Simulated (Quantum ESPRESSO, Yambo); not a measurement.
For CsMo2AlO8 (space group P-3m1, No. 164), Yambo gives the independent-particle static dielectric constant along x as 3.83 on PBEsol bands and 3.08 after a scissor of 2.68 eV widens every gap (3×3×2 mesh, 177 bands, 3 Ry local-field block, 0.2 eV broadening). Axes are Cartesian, with cell vectors (Å) (5.65, 0.00, 0.00), (-2.83, 4.89, 0.00), (0.00, 0.00, 8.26).

Problem. A scissor keeps the position matrix elements. In a one-oscillator model, how does ε − 1 scale, and what mean transition energy do the two values imply?

Solution. Each transition adds |r|²/E to ε − 1, so ε − 1 ∝ 1/(E0 + Δ). Then (3.08 − 1)/(3.83 − 1) = E0/(E0 + Δ) = 0.735, and E0 = Δ(ε' − 1)/(ε − ε') = 7.4 eV. The computed Im ε, weighted by 1/E up to 20 eV, has its mean at 8.0 eV; the smallest direct PBEsol gap is 3.67 eV. The scissor comes from a G0W0 run whose convergence isn't established. Convergence of the RPA response with its 3×3×2 mesh was not tested.

Bands from Quantum ESPRESSO.

Spin-orbit coupling is not included.

Geometry of the Materials Project entry, not relaxed at this level; primitive cell a = b = 5.6503 Å, c = 8.2648 Å, α = β = 90.00°, γ = 120.00°.
